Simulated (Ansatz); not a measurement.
# KCl with a K vacancy: gradients before and after relaxing the atoms

Start: a supercell of KCl (rock salt type, Fm-3m) built from a structure deposited in the COD, with all atoms left at the host's positions.

```cif
data_K26Cl27
_symmetry_space_group_name_H-M 'Fm-3m'
_symmetry_Int_Tables_number 225
_cell_length_a 18.8788
_cell_length_b 18.8788
_cell_length_c 18.8788
_cell_angle_alpha 90.000
_cell_angle_beta 90.000
_cell_angle_gamma 90.000
loop_
_atom_site_label
_atom_site_type_symbol
_atom_site_symmetry_multiplicity
_atom_site_Wyckoff_symbol
_atom_site_fract_x
_atom_site_fract_y
_atom_site_fract_z
K1 K 48 h 0.1667 0.1667 0.0000
K4 K 32 f 0.3333 0.1667 0.1667
K14 K 24 e 0.5000 0.5000 0.3333
Cl27 Cl 32 f 0.1667 0.1667 0.1667
Cl29 Cl 24 e 0.5000 0.5000 0.1667
Cl31 Cl 48 i 0.5000 0.3333 0.3333
Cl40 Cl 4 b 0.5000 0.5000 0.5000
```

One atom of each set is listed; the run and its k-mesh use a cell of 53 atoms with edges of 13.35, 13.35, 13.35 Å.

Computed with Ansatz: DFT, PBE, plane waves and PAW, scalar-relativistic, 420 eV cutoff, Γ-centred 2×2×2 k-points, Fermi–Dirac smearing 0.01 eV, cell charge -1.

The largest force at the start is 0.33 eV/Å. Relaxing the ions at fixed cell moves them by 0.156 Å at most (atom 29, Cl) and 0.066 Å rms.

```tsv
site	moved (Å)	first shell before	first shell after	V_zz before (10²¹ V/m²)	η before
K1	0.076	6 Cl at 3.15 Å	6 Cl at 3.10–3.19 Å	0.32	0.56
K14	0.027	6 Cl at 3.15 Å	6 Cl at 3.02–3.16 Å	-0.38	0.00
Cl27	0.031	6 K at 3.15 Å	6 K at 3.13–3.17 Å	-0.36	0.00
Cl29	0.156	5 K at 3.15 Å	5 K at 3.02–3.10 Å	-1.63	0.00
Cl31	0.017	6 K at 3.15 Å	6 K at 3.14–3.19 Å	-0.41	0.28
```

Q: How do the gradients change?

A: 

| site | V_zz after | η after | change of V_zz |
| --- | --- | --- | --- |
| K1 | 0.37 | 0.85 | +0.05 |
| K14 | -0.75 | 0.00 | -0.37 |
| Cl27 | 0.018 | 0.00 | +0.38 |
| Cl29 | -1.61 | 0.00 | +0.02 |
| Cl31 | -0.30 | 0.23 | +0.11 |

The largest change of V_zz is on Cl27, from -0.36 to 0.018. In per cent, |V_zz| changes by -1 on Cl (all sites that start above 0.5). On Cl31, K1 V_xx and V_yy change places (or their axes turn by over 50°), so the two values of η hide a larger change. Sites with |V_zz| of 0.02 or less aren't listed.

The defect repeats with the cell of 53 atoms, so it feels its images: sites between two images don't show the values beside a lone defect, and zeros or small values of η there can come from the images' arrangement. A uniform background compensates the cell's charge.
Before: The neighbours have not yet relaxed around the defect (largest force 0.33 eV/Å), and relaxing can change the values around it severalfold.
